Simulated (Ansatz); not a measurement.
BN:
```
CELL_PARAMETERS angstrom
      2.49881     0.00000     0.00000
     -1.24941     2.16403     0.00000
      0.00000     0.00000     6.60091
ATOMIC_POSITIONS crystal
  B  0.33333 0.66667 0.25000
  B  0.66667 0.33333 0.75000
  N  0.33333 0.66667 0.75000
  N  0.66667 0.33333 0.25000
```

Cartesian axes are those of the cell as given.

Q: Give the high-frequency dielectric tensor and the Born effective charge tensors of the independent atoms from DFPT, r²SCAN+D4 (plane waves, PAW; program Ansatz).

A: 
ε∞:
```
4.42  0.00  0.00
0.00  4.42  0.00
0.00  0.00  2.66
```
Z* of atom 1 (B), rows: field, columns: displacement, in e:
```
2.72  0.00  0.00
0.00  2.72  0.00
0.00  0.00  0.79
```
Z* of atom 3 (N), rows: field, columns: displacement, in e:
```
-2.72   0.00   0.00
 0.00  -2.72   0.00
 0.00   0.00  -0.79
```

Static charges for comparison (Bader): B1 +2.31, N3 -2.31 e. Born charges measure polarisation by displacement and can exceed these by far.

Space group P6_3/mmc. The r²SCAN+D4 relaxation kept the symmetry of its start; phonons on a q-mesh show no instability.

Potentials: the later of the program's two PAW sets.
